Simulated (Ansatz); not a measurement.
YN:
```
YN
1.0
    0.00000     2.40998     2.40998
    2.40998     0.00000     2.40998
    2.40998     2.40998     0.00000
Y N
1 1
Direct
  0.00000   0.00000   0.00000
  0.50000   0.50000   0.50000
```

Relaxed with LDA.

**Question.** Which orbitals make up the states near the Fermi level in LDA (plane waves, PAW; program Ansatz)?

**Answer.** Within 0.5 eV of the Fermi level: N 2p 77 %, Y 4d 20 %. Projections are on Löwdin-orthogonalised atomic valence shells; empty p or d shells of many metals are not among them.

**Question.** Tabulate the density of states.

**Answer.** States/eV per cell of 2 atoms, in 0.25 eV bins, energy from the Fermi level.

```
E (eV)  total  N 2p  Y 4d  Y 5s
------  -----  ----  ----  ----
-7.85    0.00  0.00  0.00  0.00
-7.60    0.00  0.00  0.00  0.00
-7.35    0.00  0.00  0.00  0.00
-7.10    0.00  0.00  0.00  0.00
-6.85    0.00  0.00  0.00  0.00
-6.60    0.00  0.00  0.00  0.00
-6.35    0.00  0.00  0.00  0.00
-6.10    0.00  0.00  0.00  0.00
-5.85    0.00  0.00  0.00  0.00
-5.60    0.00  0.00  0.00  0.00
-5.35    0.00  0.00  0.00  0.00
-5.10    0.00  0.00  0.00  0.00
-4.85    0.00  0.00  0.00  0.00
-4.60    0.00  0.00  0.00  0.00
-4.35    0.00  0.00  0.00  0.00
-4.10    0.16  0.08  0.06  0.01
-3.85    0.35  0.18  0.13  0.03
-3.60    0.59  0.31  0.20  0.05
-3.35    1.06  0.59  0.32  0.09
-3.10    1.20  0.70  0.33  0.11
-2.85    1.32  0.82  0.32  0.13
-2.60    1.03  0.66  0.23  0.09
-2.35    1.40  0.92  0.38  0.06
-2.10    2.83  1.90  0.82  0.04
-1.85    3.15  2.18  0.82  0.02
-1.60    4.37  3.06  1.04  0.01
-1.35    2.37  1.66  0.60  0.00
-1.10    1.63  1.18  0.38  0.00
-0.85    1.26  0.96  0.24  0.00
-0.60    0.94  0.77  0.13  0.00
-0.35    0.27  0.24  0.02  0.00
-0.10    0.06  0.06  0.00  0.00
0.15     0.02  0.00  0.02  0.00
0.40     0.07  0.01  0.05  0.00
0.65     0.11  0.02  0.09  0.00
0.90     0.16  0.03  0.12  0.00
1.15     0.21  0.04  0.16  0.00
1.40     0.26  0.05  0.20  0.00
1.65     0.31  0.06  0.24  0.00
1.90     0.36  0.07  0.28  0.00
2.15     0.41  0.08  0.32  0.00
2.40     0.46  0.09  0.36  0.00
2.65     0.52  0.09  0.41  0.00
2.90     0.61  0.11  0.48  0.01
3.15     0.73  0.12  0.57  0.01
3.40     0.74  0.13  0.57  0.01
3.65     0.77  0.13  0.59  0.02
3.90     0.82  0.14  0.63  0.02
4.15     0.80  0.13  0.63  0.02
4.40     0.82  0.12  0.65  0.02
4.65     0.88  0.13  0.69  0.02
```

Space group Fm-3m (rock salt). The cell was relaxed with LDA under the symmetry of its start. No spin polarisation was allowed. Scalar-relativistic: spin–orbit coupling is off unless named, which matters more the heavier the elements.

Potentials: the earlier of the program's two PAW sets.
